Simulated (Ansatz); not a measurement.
SnSeTe (Janus 1T monolayer) under strain

SnSeTe (Janus 1T monolayer), relaxed with r2SCAN in Ansatz. The sheet's in-plane cell has a = 3.992 Å, b = 3.992 Å (γ = 120.0°), and its outermost atoms lie 3.31 Å apart along the normal. Sn is surrounded by 3 Se at 2.77 Å and 3 Te at 2.91 Å; Se is surrounded by 3 Sn at 2.77 Å; Te is surrounded by 3 Sn at 2.91 Å.

The axes x, y and z are those of this cell:
```
CELL_PARAMETERS angstrom
3.99154 0.00000 0.00000
-1.99577 3.45678 0.00000
0.00000 0.00000 30.33730
ATOMIC_POSITIONS crystal
Sn 0.00000 0.00000 0.29925
Se 0.33333 0.66667 0.34991
Te 0.66667 0.33333 0.24083
```
The sheet repeats along a and b alone.

Unstrained: With HSE06 the valence top lies at Γ and the conduction bottom at M, 0.414 eV higher; the smallest vertical gap, at M, is 1.072 eV. Meshes: HSE06 6×6×1. Strains are changes of length per length. After each strain the atoms were relaxed again with r2SCAN within the symmetry that the strain leaves, so tilts or polar shifts that break it weren't tested; points keep the names that they have in the unstrained zone. (Calculated; spin-unpolarised; the phase may be known or hypothetical.)

Changes of the least gap in eV (an overlap counts as a negative gap):

| strain | area change (%) | space group | HSE06 |
| --- | --- | --- | --- |
| in-plane biaxial +1.0 % | +2.0 | – | +0.094 |
| uniaxial -1.0 % along x | -1.0 | – | -0.168 |

In-plane biaxial +1.0 %. HSE06: the gap goes from 0.414 to 0.508 eV (+0.094 eV). For HSE06, dE_g/d ln A = 4.7 eV over this step.

Uniaxial -1.0 % along x, other directions held. HSE06: the gap goes from 0.414 to 0.246 eV (-0.168 eV).

No spin-orbit coupling is included; it can move band edges with weight on the heavy atoms by tenths of an eV.

The meshes of the hybrids are coarse, so their gaps aren't converged to the digits shown.
